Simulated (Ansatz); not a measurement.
Here is the system:

Ir:
```
Ir
1.0
    2.54121     0.00000     0.00000
    0.00000     2.54121     0.00000
    0.00000     0.00000     2.54121
Ir
1
Direct
  0.00000   0.00000   0.00000
```

This is the PBEsol-relaxed structure.

Task: All from PBEsol in the plane-wave PAW code Ansatz, unless another level is named. Predict the Young's modulus.

Result: 199 GPa.

Task: What about the elastic constants (relaxed ions, GPa)?

Result: C11 = 524, C12 = 152, C44 = 33.7.

Space group Pm-3m (simple cubic). A made-up cell: these elements were put on the sites of a structure type; neither database checked (COD, Materials Project) lists it. It is not the phase usual at ambient conditions (space group No. 225). The PBEsol relaxation kept the symmetry of its start; whether a distortion lowers the energy is not shown. No spin polarisation was allowed. As this level gives no gap, shear constants depend on the k-mesh and smearing (Fermi–Dirac, 0.1 eV here). Spin–orbit coupling is left out wherever it is not named.

Potentials: the later of the program's two PAW sets.
